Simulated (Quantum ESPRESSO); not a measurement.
pw.x input (Quantum ESPRESSO 7.5; PBEsol, PseudoDojo standard norm-conserving files, scalar-relativistic):

```
&CONTROL
  calculation = 'scf'
  pseudo_dir = './pseudo'
  outdir = './out'
  tprnfor = .true.
  tstress = .true.
/
&SYSTEM
  ibrav = 0
  nat = 6
  ntyp = 2
  ecutwfc = 80.0
  ecutrho = 320.0
  occupations = 'smearing'
  smearing = 'fd'
  degauss = 0.002
  nbnd = 31
/
&ELECTRONS
  conv_thr = 6e-10
/
ATOMIC_SPECIES
S 32.0600 S.upf
Mo 95.9500 Mo.upf
CELL_PARAMETERS angstrom
  3.149878465831   0.000000000000   0.000000000000
 -1.574939232916   2.727874770243   0.000000000000
  0.000000000000   0.000000000000  12.090812644000
ATOMIC_POSITIONS crystal
S   0.666666667000   0.333333333000   0.620468637400
S   0.333333333667   0.666666666333   0.379531362600
S   0.333333333667   0.666666666333   0.120468637400
S   0.666666667000   0.333333333000   0.879531362600
Mo   0.666666667000   0.333333333000   0.250000000000
Mo   0.333333333667   0.666666666333   0.750000000000
K_POINTS automatic
9 9 2 0 0 0
```

End of the output:

```
     total energy              =    -369.66620956 Ry
     estimated scf accuracy    <       0.00000024 Ry
     total energy              =    -369.66620963 Ry
     estimated scf accuracy    <       0.00000004 Ry
     total energy              =    -369.66620964 Ry
     estimated scf accuracy    <          7.8E-10 Ry
[...]
     the Fermi energy is    11.8602 ev
!    total energy              =    -369.66620964 Ry
     estimated scf accuracy    <          4.4E-10 Ry
     smearing contrib. (-TS)   =      -0.00000000 Ry
     internal energy E=F+TS    =    -369.66620964 Ry
     The total energy is F=E-TS. E is the sum of the following terms:
     one-electron contribution =    -159.44911085 Ry
     hartree contribution      =     102.77936427 Ry
     xc contribution           =     -66.33373246 Ry
     ewald contribution        =    -246.66273060 Ry
     convergence has been achieved in  12 iterations
     Forces acting on atoms (cartesian axes, Ry/au):
     atom    1 type  1   force =     0.00000000    0.00000000    0.00922420
     atom    2 type  1   force =    -0.00000000   -0.00000000   -0.00922420
     atom    3 type  1   force =     0.00000000   -0.00000000    0.00922420
     atom    4 type  1   force =    -0.00000000    0.00000000   -0.00922420
     atom    5 type  2   force =     0.00000000    0.00000000   -0.00000000
     atom    6 type  2   force =     0.00000000   -0.00000000    0.00000000
     Total force =     0.018448     Total SCF correction =     0.000031
     Computing stress (Cartesian axis) and pressure
          total   stress  (Ry/bohr**3)                   (kbar)     P=      -10.62
  -0.00008203  -0.00000000   0.00000000          -12.07       -0.00        0.00
  -0.00000000  -0.00008203  -0.00000000           -0.00      -12.07       -0.00
   0.00000000  -0.00000000  -0.00005257            0.00       -0.00       -7.73
```
In a gapped system the printed Fermi energy is only some level inside the gap.

Spin-orbit coupling is not included.

Geometry relaxed with PBE+D3(BJ).
